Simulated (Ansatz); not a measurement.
ZrRh:
```
CELL_PARAMETERS angstrom
      1.68002    -9.73156     0.00000
      1.68002     9.73156     0.00000
      0.00000     0.00000     4.31740
ATOMIC_POSITIONS crystal
  Zr 0.56153 0.43847 0.25000
  Zr 0.43847 0.56153 0.75000
  Zr 0.69494 0.30506 0.75000
  Zr 0.30506 0.69494 0.25000
  Rh 0.94303 0.05697 0.25000
  Rh 0.05697 0.94303 0.75000
  Rh 0.83165 0.16835 0.75000
  Rh 0.16835 0.83165 0.25000
```

Relaxed with PBEsol. Special points in fractions of this cell's reciprocal vectors: Γ (0.000, 0.000, 0.000); Y (-0.500, 0.500, 0.000); C0 (-0.257, 0.743, 0.000); Σ0 (0.257, 0.257, 0.000); Z (0.000, 0.000, 0.500); A0 (0.257, 0.257, 0.500); E0 (-0.257, 0.743, 0.500); T (-0.500, 0.500, 0.500); S (0.000, 0.500, 0.000); R (0.000, 0.500, 0.500).

Q: List the band energies nearest the Fermi level at these points for the program Ansatz at the PBEsol with spin–orbit coupling level (PAW).

A: In eV from the Fermi level; about four levels below and three above (degenerate sets whole), none deeper than 8.9 eV; points with the same levels are listed once.

| k | below | above |
|---|---|---|
| Γ | -1.38 -1.38 -1.10 -1.10 | 0.44 0.44 0.69 0.69 |
| Y | -1.47 -1.47 -1.34 -1.34 | 0.08 0.08 0.74 0.74 |
| C0 | -0.63 -0.63 -0.13 -0.13 | 0.39 0.39 0.39 0.39 |
| Z | -0.65 -0.65 -0.65 -0.65 | 0.10 0.10 0.10 0.10 |
| A0 | -0.50 -0.50 -0.48 -0.48 | 0.40 0.40 0.41 0.41 |
| T | -0.77 -0.77 -0.77 -0.77 | 0.18 0.18 0.18 0.18 |
| S | -0.62 -0.62 -0.15 -0.15 | 0.26 0.26 0.53 0.53 |
| R | -0.57 -0.57 -0.57 -0.57 | 0.48 0.48 0.48 0.48 |

Space group Cmcm. The first step of the workflow began from a Materials Project structure, measured or hypothetical; the Crystallography Open Database copy checked does not list it. COD files the formula under space group No. 62, 221. Whether it is the stable phase at ambient conditions was not checked. The PBEsol relaxation kept the symmetry of its start; whether a distortion lowers the energy is not shown. The run is not spin-polarised.

Potentials: the later of the program's two PAW sets.
